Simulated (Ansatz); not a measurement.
Relaxed-ion elastic tensor of Rh (fcc (Cu type), space group No. 225) in GPa (Voigt order), LDA in the plane-wave PAW code Ansatz; density 12.92 g/cm³, 13.23 Å³ per atom.

```
499  226  226  0.0  0.0  0.0
226  499  226  0.0  0.0  0.0
226  226  499  0.0  0.0  0.0
0.0  0.0  0.0  221  0.0  0.0
0.0  0.0  0.0  0.0  221  0.0
0.0  0.0  0.0  0.0  0.0  221
```

**Question.** Is the crystal mechanically stable?

**Answer.** Yes: the smallest eigenvalue of C is 221 GPa.

**Question.** Work out the Voigt, Reuss and Hill averages.

**Answer.** K_V = 317, K_R = 317, K_H = 317; G_V = 187, G_R = 177, G_H = 182 GPa.

**Question.** Give Young's modulus, Poisson's ratio, Pugh's ratio and the universal anisotropy index.

**Answer.** E = 9KG/(3K + G) = 459 GPa; ν = 0.26; K/G = 1.74 (near the Pugh limit of 1.75, no verdict); A_U = 5G_V/G_R + K_V/K_R − 6 = 0.28.

**Question.** Estimate the sound speeds and the Debye temperature.

**Answer.** v_l = √((K + 4G/3)/ρ) = 6580 m/s, v_t = √(G/ρ) = 3750 m/s, mean 4170 m/s; Θ = (h/k)(3n/4πV)^(1/3) v_m = 525 K.

**Question.** Give the Zener ratio and Young's modulus along [100], [110] and [111].

**Answer.** A = 2C44/(C11 − C12) = 1.62; 1/E = S11 − 2(S11 − S12 − S44/2)Γ with Γ = 0, 1/4, 1/3 gives 358, 478, 538 GPa.

**Question.** Solve the Christoffel equation for the three sound speeds along [100], [110], [111].

**Answer.** Eigenvalues of C_ijkl n_j n_l equal ρv². In km/s, slowest first: [100] 4.13, 4.13, 6.22; [110] 3.25, 4.13, 6.72; [111] 3.57, 3.57, 6.88.

Space group Fm-3m (fcc (Cu type)). The LDA relaxation kept the symmetry of its start. No spin polarisation was allowed. As this level gives no gap, shear constants depend on the k-mesh and smearing (Fermi–Dirac, 0.1 eV here). On the denser mesh and wider smearing of the elastic run this cell carries a stress of 0.4 GPa.

Potentials: the earlier of the program's two PAW sets.
